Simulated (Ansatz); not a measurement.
VBiO₄:
```
VBiO4
1.0
    3.86613     2.74281     0.00000
   -3.86613     2.74281     0.00000
   -2.92998     0.00000     4.37135
V Bi O
1 1 4
Cartesian
  0.00000   1.98290   0.00000
 -1.46499   5.09529   2.18568
 -2.88471   1.04756   2.90492
  1.36563   2.95629   0.18913
 -4.29561   2.95629   4.18222
 -0.04526   1.04756   1.46643
```

Relaxed with r²SCAN.

Q: Map the electron localisation function on the plane through (0.361, 0.361, 0.000) spanned by u = [0, 0, 1] and v = [1, 1, 0] in lattice vectors, from plane-wave PAW r²SCAN (Ansatz code).

A: x is the fraction of u, y of v (the angle between them is 90°; rows are the nearest grid lines); atoms in the plane: V at (0.00, 0.00), Bi at (0.50, 0.57).
```
|%@@#:..--:.     .:--..:#@@%|
|@@@*:.=**+-.   .-+**=.:*@@@|
|@@#=:=#%#*=.   .=*#%#=:=#@@|
|::.:*@@@%#+:   :+#%@@@*:.::|
|  .+%@@@%*=:...:=*%@@@%+.  |
| .-*%@@%#+:::::::+#%@@%*-. |
| .-*###*+-:-===-:-+*###*-. |
| .:=+++=::-=====-::=+++=:. |
|  .:--:::-==-:-==-:::--:.  |
|      .:=+=..=..=+=:.      |
|      :-++=..%..=++-:      |
|     .:=+*=:   :=*+=:.     |
|     .-+***=:.:=***+-.     |
|      :+**#*+++*#**+:      |
|      .-**##***##**-.      |
|        .=*#####*=.        |
|  ....   .-*###*-.   ....  |
| ..::..   .:===:.   ..::.. |
| ..:::.     ...     .:::.. |
|   ..::.           .::..   |
|::. ....           .... .::|
|@@@+.                 .+@@@|
|@@@#:  ...       ...  :#@@@|
|%@@#:..--:.     .:--..:#@@%|
```
Scale: ten equal steps from 0.003 (start of ' ') to 0.787 (end of '@'), in the order ' .:-=+*#%@'; x runs from 0.000 to 1.00, y from 0.000 (bottom) to 1.00 (top).

The density is the valence pseudo-density with augmentation charge, so density and ELF within about 1 Å of a nucleus are not all-electron values.

Space group C2. The workflow started from a Materials Project entry (that database holds measured and hypothetical structures alike); the Crystallography Open Database copy checked does not list it. It is not the phase usual at ambient conditions (space group No. 88). The cell was relaxed with r²SCAN under the symmetry of its start; of distortions, only those at the zone centre were tested. No spin polarisation was allowed. No Hubbard U is applied. Spin–orbit coupling is left out wherever it is not named.

Potentials: the later of the program's two PAW sets.
